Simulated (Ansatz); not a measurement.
## Fields on a plane of Cr2N (space group P-31m)

```yaml
crystal:
  lattice:
    - [4.71882, 0.00000, 0.00000]
    - [-2.35941, 4.08662, 0.00000]
    - [0.00000, 0.00000, 4.35893]
  atoms:
    - { symbol: Cr, position: [0.32629, 0.00000, 0.25329] }
    - { symbol: Cr, position: [0.00000, 0.32629, 0.25329] }
    - { symbol: Cr, position: [0.67371, 0.67371, 0.25329] }
    - { symbol: Cr, position: [0.00000, 0.67371, 0.74671] }
    - { symbol: Cr, position: [0.67371, 0.00000, 0.74671] }
    - { symbol: Cr, position: [0.32629, 0.32629, 0.74671] }
    - { symbol: N, position: [0.33333, 0.66667, 0.50000] }
    - { symbol: N, position: [0.66667, 0.33333, 0.50000] }
    - { symbol: N, position: [0.00000, 0.00000, 0.00000] }
```

The slice is a (-1 2 -1 0) plane (indices of the conventional cell) through the point (0.326, 0.000, 0.253) (fractional), spanned by u = [001] and v = [210] in vectors of this cell: u (4.36 Å) and v (8.17 Å, at 90° to u). It covers one period; positions are fractions (u, v).

Atoms on it: Cr at (0.00, 0.00); Cr at (0.00, 0.34); Cr at (0.00, 0.67). Other atoms lie within 1 Å of the plane.

Level of theory: PBEsol (plane waves to 420 eV, PAW, scalar-relativistic; Ansatz, an electronic-structure program). k mesh 11×11×11. Inside the PAW spheres the values are not all-electron values, and peaks at nuclei hang on which shells count as valence. Cr2N is run without spin polarisation. Cr2N was relaxed with its symmetry unable to fall.

```
|8866220000000000112266|
|3322000011111111222222|
|0000000011333322332211|
|1111000011222222222211|
|5544110000111111112244|
|9977330000000000003377|
|9977330000000000003377|
|6644111100000000001144|
|1111222222221100000000|
|0011223322332211000000|
|2211222222221100000011|
|7755221100000000001155|
|9988330000000000003388|
|8877220000000000002277|
|4433221111111100000033|
|1111222222222200000000|
|0011223322222200000000|
|3322221111111100000022|
|8866220000000000002266|
|9988330000000000003388|
```
Scale: ten equal steps from -0.68 (start of '0') to 1.36 (end of '9'), in the order '0123456789'. Values: log₁₀ of the valence density in e/Å³. The map has 11 points along u (two characters each, u = 0 at the left) and 20 along v (v = 0 in the bottom row). The scale is logarithmic, as a density can span decades between atoms and voids.

```
|@@##..::--::......  ##|
|......--..    ..++--  |
|..--==::  ::..::%%##--|
|  ..--::  ..  ::##**..|
|**--  --::    ..--  ::|
|xx@@....--::::::....@@|
|xx@@..  ..::--==....@@|
|**--  ::..  ..----  ==|
|  ..****::      --::  |
|..==##%%::  ..  ::==::|
|    ==**..      --..  |
|%%==  ::..  ..::::  ++|
|xx@@..  ..::----..::@@|
|xx%%  ....::::--....%%|
|--....==..    ..--  ::|
|  ::####::      ::--..|
|..--####::      ::--::|
|..  ::++..    ..--..  |
|@@##    ....--==::..##|
|xxxx::  ::::----..::xx|
```
Scale: ten equal steps from 0.12 (start of ' ') to 0.84 (end of '@'), in the order ' .:-=+*#%@'. Values: electron localisation function (ELF). The map has 11 points along u (two characters each, u = 0 at the left) and 20 along v (v = 0 in the bottom row). Points within 0.4 Å of a nucleus are blanked (x), as the pseudised field means little there.
